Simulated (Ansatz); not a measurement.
Input file for Ansatz (a quantum-chemistry and plane-wave program):

Ansatz 0.2 input:
```yaml
crystal:
  lattice:
    - [4.1665595056, 0.0, 0.0]
    - [0.0, 4.1665595056, 0.0]
    - [0.0, 0.0, 5.9034151296]
  atoms:
    - { symbol: In, position: [0.0, 0.0, 0.5] }
    - { symbol: Ga, position: [0.5, 0.5, 0.0] }
    - { symbol: As, position: [0.5, 0.0, 0.769074427] }
    - { symbol: As, position: [0.0, 0.5, 0.230925573] }
kpoints:
  mp_grid: { grid: [5, 5, 4] }
hamiltonian:
  xc: hse06
  pseudopotentials: { kind: paw }
magnetization: { noncollinear: true, spin_orbit: true }
scf:
  n_extra_bands: 12
  occupations: { method: gaussian, width: 0.02 }
output:
  eigenvalues: true
  eigenstates:
    e_range: [-9.0, 8.9]
    kpoints:
      - [0.0, 0.0, 0.0]  # VBM
      - [0.0, 0.0, 0.0]  # CBM
      - [0.0, 0.0, 0.0]  # GAMMA
      - [0.0, 0.0, 0.5]  # Z
      - [0.5, 0.5, 0.0]  # M
      - [0.5, 0.5, 0.5]  # A
      - [0.0, 0.5, 0.5]  # R
      - [0.0, 0.5, 0.0]  # X
```

Output (shortened):

```
Pseudopotential: In, paw_fr, valence charge 13
Pseudopotential: Ga, paw_fr, valence charge 13
Pseudopotential: As, paw_fr, valence charge 15
Functional definition: HSE06
non-collinear run that drives no moment, with spin-orbit …
Crystal: 4 atoms, lattice volume = 102.485 Å³
Basis set: ecut = 420 eV, 1963 PW (Γ)
Bands: 68, of which v1, the nominal top of the filled ones, is band 56 counted from 1 (55 counted from 0)
Symmetry: 8 space group operations + 8 with time reversal
k-points: 18 of 100 (time reversal used)
Projection manifold: j_resolved (fully-relativistic pseudo-atomic orbitals)
SCF iter   1: F=—  HF=-19096.423912 eV  |F-HF|=—  |Δ(HF+E_count)|=         —  Δρ=3.24e-2  dr2=7.12e-1  dr2_m=0.00e0 (ungated)  ethr=1.00e-1  |M|=0.00e0 ∫|m|=0.00e0 μB  |m|>n=0.0e0 m-floor=0.0e0 τ_xc=0.0e0  β_m=0.30  ⟨swp⟩=4.6  Hψ=4270  notcnv=0
preconditioner: auto → none
SCF iter   2: F=—  HF=-19096.494739 eV  |F-HF|=—  |Δ(HF+E_count)|=   7.08e-2  Δρ=2.23e-2  dr2=3.49e-1  dr2_m=0.00e0 (ungated)  ethr=1.27e-3  |M|=0.00e0 ∫|m|=0.00e0 μB  |m|>n=0.0e0 m-floor=0.0e0 τ_xc=0.0e0  β_m=0.64  ⟨swp⟩=5.5  Hψ=3263  notcnv=0  defer=16
iter 3 solved again at ethr=1.58e-5 eV; its pass at ethr=6.24e-4 eV (dr2=8.85e-3 eV) is discarded
SCF iter   3: F=—  HF=-19096.455635 eV  |F-HF|=—  |Δ(HF+E_count)|=   3.91e-2  Δρ=3.60e-3  dr2=9.31e-3  dr2_m=0.00e0 (ungated)  ethr=1.58e-5  |M|=0.00e0 ∫|m|=0.00e0 μB  |m|>n=0.0e0 m-floor=0.0e0 τ_xc=0.0e0  β_m=0.55  ⟨swp⟩=5.3  Hψ=6665  notcnv=0  defer=16
SCF iter   4: F=—  HF=-19096.450510 eV  |F-HF|=—  |Δ(HF+E_count)|=   5.13e-3  Δρ=1.42e-3  dr2=1.48e-3  dr2_m=0.00e0 (ungated)  ethr=1.58e-5  |M|=0.00e0 ∫|m|=0.00e0 μB  |m|>n=0.0e0 m-floor=0.0e0 τ_xc=0.0e0  β_m=0.61  ⟨swp⟩=3.4  Hψ=3546  notcnv=0  defer=4
SCF iter   5: F=—  HF=-19096.450425 eV  |F-HF|=—  |Δ(HF+E_count)|=   8.46e-5  Δρ=6.63e-4  dr2=2.40e-4  dr2_m=0.00e0 (ungated)  ethr=2.65e-6  |M|=0.00e0 ∫|m|=0.00e0 μB  |m|>n=0.0e0 m-floor=0.0e0 τ_xc=0.0e0  β_m=0.64  ⟨swp⟩=3.4  Hψ=2803  notcnv=0  defer=8
SCF iter   6: F=—  HF=-19096.450463 eV  |F-HF|=—  |Δ(HF+E_count)|=   3.78e-5  Δρ=1.57e-4  dr2=3.86e-5  dr2_m=0.00e0 (ungated)  ethr=4.28e-7  |M|=0.00e0 ∫|m|=0.00e0 μB  |m|>n=0.0e0 m-floor=0.0e0 τ_xc=0.0e0  β_m=0.58  ⟨swp⟩=4.2  Hψ=3080  notcnv=0  defer=4
SCF iter   7: F=—  HF=-19096.450463 eV  |F-HF|=—  |Δ(HF+E_count)|=   1.34e-8  Δρ=4.87e-5  dr2=7.20e-6  dr2_m=0.00e0 (ungated)  ethr=6.89e-8  |M|=0.00e0 ∫|m|=0.00e0 μB  |m|>n=0.0e0 m-floor=0.0e0 τ_xc=0.0e0  β_m=0.56  ⟨swp⟩=4.1  Hψ=3081  notcnv=0  defer=1
SCF iter   8: F=-19096.450462 eV  HF=-19096.450462 eV  |F-HF|=6.55e-8  |Δ(HF+E_count)|=   5.75e-7  Δρ=1.72e-5  dr2=4.14e-7  dr2_m=0.00e0 (ungated)  ethr=1.29e-8  |M|=0.00e0 ∫|m|=0.00e0 μB  |m|>n=0.0e0 m-floor=0.0e0 τ_xc=0.0e0  ⟨swp⟩=3.6  Hψ=2469  notcnv=0  defer=1
SCF 1 stopped early in 8 iterations: F = -19096.450462 eV  dr2 = 4.14e-7
orbital symmetrization limited by the memory budget …
Crystal: 4 atoms, lattice volume = 102.485 Å³
Projection manifold: j_resolved (fully-relativistic pseudo-atomic orbitals)
Exchange kernel: α = 0.2500, screened, ω = 0.2079 Å⁻¹, Wigner–Seitz truncation, v(0) = 1046.1933 eV·Å³, q-mesh 5×5×4, nearest image of the exchange supercell L …
Frozen-core exchange: fock
SCF iter   1: F=—  HF=-19097.144836 eV  |F-HF|=—  |Δ(HF+E_count)|=         —  Δρ=9.92e-3  dr2=4.19e-2  dr2_m=0.00e0 (ungated)  ethr=7.40e-9  |M|=0.00e0 ∫|m|=0.00e0 μB  |m|>n=0.0e0 m-floor=0.0e0 τ_xc=0.0e0  β_m=0.30  ⟨swp⟩=12.8  Hψ=8170  notcnv=0
preconditioner: auto → none
SCF iter   2: F=—  HF=-19097.121528 eV  |F-HF|=—  |Δ(HF+E_count)|=   2.33e-2  Δρ=4.56e-3  dr2=1.31e-2  dr2_m=0.00e0 (ungated)  ethr=7.40e-9  |M|=0.00e0 ∫|m|=0.00e0 μB  |m|>n=0.0e0 m-floor=0.0e0 τ_xc=0.0e0  β_m=0.40  ⟨swp⟩=5.8  Hψ=5825  notcnv=0
SCF iter   3: F=—  HF=-19097.117164 eV  |F-HF|=—  |Δ(HF+E_count)|=   4.36e-3  Δρ=1.79e-3  dr2=3.20e-3  dr2_m=0.00e0 (ungated)  ethr=7.40e-9  |M|=0.00e0 ∫|m|=0.00e0 μB  |m|>n=0.0e0 m-floor=0.0e0 τ_xc=0.0e0  β_m=0.55  ⟨swp⟩=5.0  Hψ=5475  notcnv=0
SCF iter   4: F=—  HF=-19097.137342 eV  |F-HF|=—  |Δ(HF+E_count)|=   2.02e-2  Δρ=1.30e-3  dr2=9.77e-4  dr2_m=0.00e0 (ungated)  ethr=7.40e-9  |M|=0.00e0 ∫|m|=0.00e0 μB  |m|>n=0.0e0 m-floor=0.0e0 τ_xc=0.0e0  β_m=0.55  ⟨swp⟩=5.9  Hψ=5966  notcnv=0
SCF iter   5: F=—  HF=-19097.137071 eV  |F-HF|=—  |Δ(HF+E_count)|=   2.71e-4  Δρ=1.92e-4  dr2=9.11e-5  dr2_m=0.00e0 (ungated)  ethr=7.40e-9  |M|=0.00e0 ∫|m|=0.00e0 μB  |m|>n=0.0e0 m-floor=0.0e0 τ_xc=0.0e0  β_m=0.49  ⟨swp⟩=5.0  Hψ=4728  notcnv=0
SCF iter   6: F=—  HF=-19097.137374 eV  |F-HF|=—  |Δ(HF+E_count)|=   3.04e-4  Δρ=1.81e-4  dr2=2.55e-5  dr2_m=0.00e0 (ungated)  ethr=7.40e-9  |M|=0.00e0 ∫|m|=0.00e0 μB  |m|>n=0.0e0 m-floor=0.0e0 τ_xc=0.0e0  β_m=0.49  ⟨swp⟩=5.0  Hψ=4603  notcnv=0
SCF iter   7: F=-19097.137365 eV  HF=-19097.137367 eV  |F-HF|=2.00e-6  |Δ(HF+E_count)|=   7.46e-6  Δρ=5.67e-5  dr2=5.36e-6  dr2_m=0.00e0 (ungated)  ethr=7.40e-9  |M|=0.00e0 ∫|m|=0.00e0 μB  |m|>n=0.0e0 m-floor=0.0e0 τ_xc=0.0e0  ⟨swp⟩=3.8  Hψ=2919  notcnv=0
SCF 2 stopped early in 7 iterations: F = -19097.137365 eV  dr2 = 5.36e-6
hybrid outer 1: dexx = +2.267e-2 eV, tail = 1.43e-4 eV
Crystal: 4 atoms, lattice volume = 102.485 Å³
Projection manifold: j_resolved (fully-relativistic pseudo-atomic orbitals)
Exchange kernel: α = 0.2500, screened, ω = 0.2079 Å⁻¹, Wigner–Seitz truncation, v(0) = 1046.1933 eV·Å³, q-mesh 5×5×4, nearest image of the exchange supercell L …
Frozen-core exchange: fock
SCF iter   1: F=—  HF=-19097.137713 eV  |F-HF|=—  |Δ(HF+E_count)|=         —  Δρ=5.38e-5  dr2=1.93e-6  dr2_m=0.00e0 (ungated)  ethr=1.28e-6  |M|=0.00e0 ∫|m|=0.00e0 μB  |m|>n=0.0e0 m-floor=0.0e0 τ_xc=0.0e0  β_m=0.30  ⟨swp⟩=5.1  Hψ=2655  notcnv=0
preconditioner: auto → none
SCF iter   2: F=—  HF=-19097.137718 eV  |F-HF|=—  |Δ(HF+E_count)|=   5.32e-6  Δρ=3.96e-5  dr2=1.21e-6  dr2_m=0.00e0 (ungated)  ethr=2.83e-9  |M|=0.00e0 ∫|m|=0.00e0 μB  |m|>n=0.0e0 m-floor=0.0e0 τ_xc=0.0e0  β_m=0.30  ⟨swp⟩=4.3  Hψ=4424  notcnv=0  defer=2
SCF iter   3: F=—  HF=-19097.137718 eV  |F-HF|=—  |Δ(HF+E_count)|=   1.79e-7  Δρ=2.64e-5  dr2=4.12e-7  dr2_m=0.00e0 (ungated)  ethr=1.93e-9  |M|=0.00e0 ∫|m|=0.00e0 μB  |m|>n=0.0e0 m-floor=0.0e0 τ_xc=0.0e0  β_m=0.61  ⟨swp⟩=2.9  Hψ=2297  notcnv=0
iter 4 solved again at ethr=1.57e-11 eV; its pass at ethr=5.11e-10 eV (dr2=8.79e-9 eV) is discarded
SCF iter   4: F=-19097.137718 eV  HF=-19097.137718 eV  |F-HF|=9.00e-9  |Δ(HF+E_count)|=   8.30e-8  Δρ=3.25e-6  dr2=3.01e-8  dr2_m=0.00e0 (ungated)  ethr=1.57e-11  |M|=0.00e0 ∫|m|=0.00e0 μB  |m|>n=0.0e0 m-floor=0.0e0 τ_xc=0.0e0  ⟨swp⟩=4.6  Hψ=5711  notcnv=0  defer=4
SCF 3 converged in 4 iterations: F = -19097.137718 eV  dr2 = 3.01e-8
hybrid outer 2: dexx = +2.610e-6 eV, tail = 1.29e-7 eV, Δε = 3.71e-3 eV (about 1.78e-4 eV left of the loop's levels)
solve of the band table under the exchange operator …
NSCF: frozen V_eff on 8 k-points
hybrid SCF converged: 2 outer / 11 inner (+8 warm-up), last move |dexx| = 2.61e-6 eV, tail = 1.29e-7 eV
Stability not checked (fock_operator)
Magnetization: |M| = 0.0000 μB,  M = (+0.0000, +0.0000, +0.0000) μB
Absolute magnetization: 0.0000 μB (∫|m|)
  site 0: m = (+0.0000, +0.0000, +0.0000) μB, |m| = 0.0000 μB  (R = 1.08 Å)
  site 1: m = (+0.0000, +0.0000, +0.0000) μB, |m| = 0.0000 μB  (R = 1.03 Å)
  site 2: m = (+0.0000, +0.0000, +0.0000) μB, |m| = 0.0000 μB  (R = 1.03 Å)
  site 3: m = (+0.0000, +0.0000, +0.0000) μB, |m| = 0.0000 μB  (R = 1.03 Å)
Free energy (F): -19097.137718 eV
Frozen-core exchange: fock
Harris-Foulkes:  -19097.137718 eV  (|F-HF|=9.00e-9)
Internal energy: -19097.137718 eV  (E = F + TS)
E sigma→0 (E₀):  -19097.137718 eV
Fermi energy:    7.757291 eV
--- Per-component energies (eV) ---
  E_band       = -778.974899
  E_kinetic    = 562.983649
  E_local      = -7294.074068  (includes V_loc(G=0)·N_el)
  E_nonlocal   = -547.401617
  E_hartree    = 3610.167760
  E_xc         = -353.626232
  E_vxc        = -252.133208  (∫ρ·V_xc dr)
  E_exx        = -202.768051  (= α·E_x^exact, valence–valence)
  E_paw        = -9705.686992  (= ΣΔE_a)
  E_vpaw       = -63.151573  (= ΣTr[D̂ρ^β])
  E_aug_tail   = -0.000072  (compensation charges beyond the density's cutoff)
  E_ewald      = -5165.841140
  E_core_change = -0.890956  (= ΣΔE_core)
  E_smearing   =  0.000000  (= −TS)
  E_closure    =  0.000000  (closes the sum)
  Σ components = -19097.137718   (vs F -19097.137718, Δ=-3.64e-12)
  [band-id]    e_kinetic+e_local+e_nonlocal+2·e_hartree+e_vxc+2·e_exx+e_vpaw+e_augmentation_tail = -778.977470   (vs E_band -778.974899, Δ=-2.57e-3)
--- Band table (eV; the first three rows and the last of 18) ---
  k-point 0: bands = ["-31.5570", "-31.5570", "-31.5567", "-31.5567", "-31.5489", "-31.5489", "-31.5489", "-31.5489", "-30.8135", "-30.8135", "-30.8132", "-30.8132", "-30.8058", "-30.8058", "-30.8056", "-30.8056", "-30.8012", "-30.8012", "-30.8011", …
  k-point 1: bands = ["-31.5570", "-31.5570", "-31.5567", "-31.5567", "-31.5489", "-31.5489", "-31.5488", "-31.5488", "-30.8135", "-30.8135", "-30.8132", "-30.8132", "-30.8058", "-30.8058", "-30.8056", "-30.8056", "-30.8012", "-30.8012", "-30.8011", …
  k-point 2: bands = ["-31.5569", "-31.5569", "-31.5567", "-31.5567", "-31.5490", "-31.5490", "-31.5488", "-31.5488", "-30.8135", "-30.8135", "-30.8133", "-30.8133", "-30.8058", "-30.8058", "-30.8056", "-30.8056", "-30.8012", "-30.8012", "-30.8011", …
  k-point 17: bands = ["-31.5568", "-31.5568", "-31.5567", "-31.5566", "-31.5488", "-31.5487", "-31.5487", "-31.5486", "-30.8134", "-30.8134", "-30.8130", "-30.8129", "-30.8058", "-30.8057", "-30.8057", "-30.8055", "-30.8010", "-30.8009", "-30.8009", …
```

Cost: around 18 core-minutes (rough) on shared cores.

The points marked VBM and CBM come from a semilocal run.

Space group P-4m2. The workflow started from a Materials Project entry (that database holds measured and hypothetical structures alike); the Crystallography Open Database copy checked does not list it. With In and Ga taken as one species the cell has the higher symmetry F-43m, so it may be an ordered model of a mixed-site phase. Whether it is the stable phase at ambient conditions was not checked. The cell was relaxed with HSE06 under the symmetry of its start; whether a distortion lowers the energy is not shown.

Potentials: the later of the program's two PAW sets.

Ansatz is a plane-wave DFT program.
